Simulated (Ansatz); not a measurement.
AgW:
```
AgW
1.0
    4.64192     0.00000     0.00000
    0.00000     2.73370     0.00000
    0.00000     0.00000     5.24972
W Ag
2 2
Cartesian
  1.16048   0.00000   4.56319
  3.48144   0.00000   0.68653
  1.16048   1.36685   1.90378
  3.48144   1.36685   3.34594
```

Relaxed with PBE. Special points in fractions of this cell's reciprocal vectors: Γ (0.000, 0.000, 0.000); X (0.500, 0.000, 0.000); S (0.500, 0.500, 0.000); Y (0.000, 0.500, 0.000); Z (0.000, 0.000, 0.500); U (0.500, 0.000, 0.500); R (0.500, 0.500, 0.500); T (0.000, 0.500, 0.500).

Task: List the band energies nearest the Fermi level at these points for DFT-PBE in the program Ansatz with PAW potentials.

Result: In eV from the Fermi level; about four levels below and three above (degenerate sets whole), none deeper than 8.9 eV; points with the same levels are listed once.

```csv
k,below,above
Γ,-2.46 -2.11 -1.71 -0.09,1.02 1.66 2.22
X,-2.55 -2.55 -1.89 -1.89,0.00 0.00 1.94 1.94
S,-1.20 -1.20 -0.86 -0.86,2.95 2.95 3.67 3.67
Y,-2.36 -1.77 -1.46 -0.48,0.09 0.59 1.11
Z,-2.94 -2.47 -1.89 -1.68,0.78 1.63 2.22
U,-2.15 -2.15 -1.07 -1.07,1.65 1.65 3.05 3.05
R,-1.26 -1.26 -0.70 -0.70,0.72 0.72 1.67 1.67
T,-1.44 -1.31 -0.51 -0.51,0.88 1.31 2.29
```

Space group Pmma. The start of the workflow was typed in or built on a structure type; neither database checked (COD, Materials Project) lists it. Its standing as an ambient phase is unchecked. The cell was relaxed with PBE under the symmetry of its start; its stability against distortions is not shown here. No spin polarisation was allowed. Its formation energy is positive at this level, so the cell may be metastable or incomplete. Spin–orbit coupling is left out wherever it is not named.

Potentials: the earlier of the program's two PAW sets.
